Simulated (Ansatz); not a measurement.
From three elastic constants to directional properties of KMgF3

Theory: Ansatz 0.2.0, DFT PBE, scalar-relativistic, plane waves, PAW. Cutoff 420 eV, 6×6×6 k-points (Γ-centred), fixed occupations. No spin polarisation.

The cell, relaxed at this level:
```
CELL_PARAMETERS angstrom
4.05419 0.00000 0.00000
0.00000 4.05419 0.00000
0.00000 0.00000 4.05419
ATOMIC_POSITIONS crystal
K 0.50000 0.50000 0.50000
Mg 0.00000 0.00000 0.00000
F 0.50000 0.00000 0.00000
F 0.00000 0.50000 0.00000
F 0.00000 0.00000 0.50000
```

With ions relaxed, on the cubic axes: C11 = 121.3, C12 = 38.8, C44 = 43.9 GPa. The density is 3.000 g/cm³. Zone-centre modes weren't checked beside this run.

Question: Is the crystal stable against strain, and how anisotropic is it?

Answer: Born's conditions hold: C11 + 2C12 = 198.9, C11 − C12 = 82.5 and C44 = 43.9 GPa are all positive. B = (C11 + 2C12)/3 = 66.3 GPa. The two shear moduli are C44 and C′ = (C11 − C12)/2 = 41.3 GPa, so Zener's ratio is A = C44/C′ = 1.06: nearly isotropic. The Cauchy pressure C12 − C44 is -5.1 GPa; it would vanish for pair forces between atoms on inversion centres at zero pressure, and a negative value is usual with directional bonding, though many-body forces give one in some ionic oxides too.

Question: Give the sound speeds along the three symmetry directions.

Answer: The Christoffel equation gives ρv² for each branch:
| direction | branch | ρv² | GPa | v (m/s) |
| --- | --- | --- | --- | --- |
| [100] | L | C11 | 121.3 | 6359 |
| [100] | T (×2) | C44 | 43.9 | 3823 |
| [110] | L | (C11 + C12 + 2C44)/2 | 123.9 | 6426 |
| [110] | T, u ∥ [001] | C44 | 43.9 | 3823 |
| [110] | T, u ∥ [1-10] | (C11 − C12)/2 | 41.3 | 3709 |
| [111] | L | (C11 + 2C12 + 4C44)/3 | 124.8 | 6448 |
| [111] | T (×2) | (C11 − C12 + C44)/3 | 42.1 | 3747 |

Question: How does Young's modulus depend on direction?

Answer: Inverting gives S11 = 9.754, S12 = -2.363, S44 = 22.805 TPa⁻¹. Along a unit vector (l, m, n), 1/E = S11 − 2(S11 − S12 − S44/2)(l²m² + m²n² + n²l²), where the last bracket is 0, 1/4 and 1/3 for [100], [110] and [111]: E = 103, 106 and 108 GPa. With A > 1 the body diagonal is stiffest. For a film on (001), the biaxial modulus is C11 + C12 − 2C12²/C11 = 135 GPa and the normal strain is −2C12/C11 = -0.64 times the in-plane one.

Symmetry holds off the tilts and polar distortions that many cubic perovskites undergo.

Cost: 1 run of about 0.44 core-minutes, on Arm Neoverse V1 (shared hosts).